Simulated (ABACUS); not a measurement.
Set-up for a self-consistent single point of NbP (I4_1md, 8 atoms in the cell; from Materials Project mp-9339, changed as shown).

```xyz
8
Lattice="3.2829 0.0000 0.0000 0.0000 3.2829 0.0000 0.0000 0.0000 11.2506" Properties=species:S:1:pos:R:3 pbc="T T T"
Nb     1.6414     1.6414    11.2493
Nb     1.6414     0.0000     2.8113
Nb     0.0000     0.0000     5.6240
Nb     0.0000     1.6414     8.4366
P      0.0000     0.0000     0.9310
P      1.6414     0.0000     9.3690
P      1.6414     1.6414     6.5563
P      0.0000     1.6414     3.7436
```

Level of theory: PBE, numerical atomic orbitals TZDP (confined pseudo-atomic orbitals with Gaussian additions; energy shift 0.01 Ry), PseudoDojo 0.5 standard norm-conserving PBE (tails mended) pseudopotentials run with ABACUS 3.10.1.

ABACUS settings:

- basis: TZDP numerical atomic orbitals, energy shift 0.01 Ry
- KPT: Gamma 12 12 4 0 0 0
- basis_type: lcao
- dft_functional: PBE
- ecutwfc: 100 Ry
- smearing_method: fd
- smearing_sigma: 0.00734986 Ry
- potentials: PseudoDojo 0.5 standard norm-conserving PBE (tails mended)
- symmetry: 1
- symmetry_prec: 1e-05
- ks_solver: scalapack_gvx
- scf_nmax: 100
- scf_thr: 1.0e-07
- mixing_type: pulay
- mixing_beta: 0.4

Results:

Number of valence electrons: 72
Number of bands: 46
Number of k-points after the program's reduction: 84
Size of the basis: 244
Number of SCF iterations: 13
Free energy E − TS: -7540.7166 eV
Fermi level (on the code's own zero): 16.07 eV
Pressure: 12.92 GPa

Stress (GPa, positive for compression):
```
13.75   0.00   0.00
 0.00  13.75   0.00
 0.00   0.00  11.26
```

For comparison: a first run was changed to give this one (lattice scaled by 0.98), and from it to this one the free energy rises by 35.5 meV/atom and the pressure goes from -0.23 to 12.92 GPa.

The atom-centred basis is finite, which shifts total energies and pressures against plane waves. The structure comes from a collection of computed structures, made at another level of theory; the collection holds predicted forms beside known ones.

Cost on one core: very roughly 110 core-seconds.

The atomic orbitals were generated for these runs; they are not ABACUS's published sets and were checked against plane waves on a few crystals only.

“Tails mended”: in these copies of the files the far tail of each local potential was reset to the Coulomb form.
